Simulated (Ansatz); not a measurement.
Space group I4/mmm (No. 139). a = 3.836 Å, b = 3.836 Å, c = 8.504 Å, α = 90.00°, β = 90.00°, γ = 90.00°
| atom | site | symmetry | x | y | z |
| --- | --- | --- | --- | --- | --- |
| Ta | 2b | 4/mmm | 0.5000 | 0.5000 | 0.0000 |
| Al | 2a | 4/mmm | 0.0000 | 0.0000 | 0.0000 |
| Al | 4d | -4m2 | 0.0000 | 0.5000 | 0.2500 |

Equation of state of this TaAl$_{3}$ structure (not necessarily the ground state), with shape and atoms relaxed at each volume where symmetry leaves them free. It has no gap at any of these volumes. All numbers below come from Ansatz 0.2.0, DFT r2SCAN, scalar-relativistic, plane waves, PAW.

Cutoff 500 eV; k points 16×16×16 on the computed 4-atom cell (Γ-centred); Gaussian smearing, width 0.10 eV; no spin polarisation.

```tsv
V (Å³/atom)	E − E(largest V) (meV/atom)	P (GPa)
13.765	63.69	23.44
14.235	5.95	16.19
14.704	-32.10	9.96
15.173	-53.19	4.59
15.643	-59.69	-0.03
16.112	-53.63	-4.00
16.581	-36.75	-7.42
17.207	0.00	-11.25
```

Q: Fit a third-order Birch–Murnaghan equation to E(V).

A: V0 = 15.64 Å³/atom, B0 = 143 GPa, B0' = 4.0.

Spin-orbit coupling is left out, which matters for the bands of heavy elements.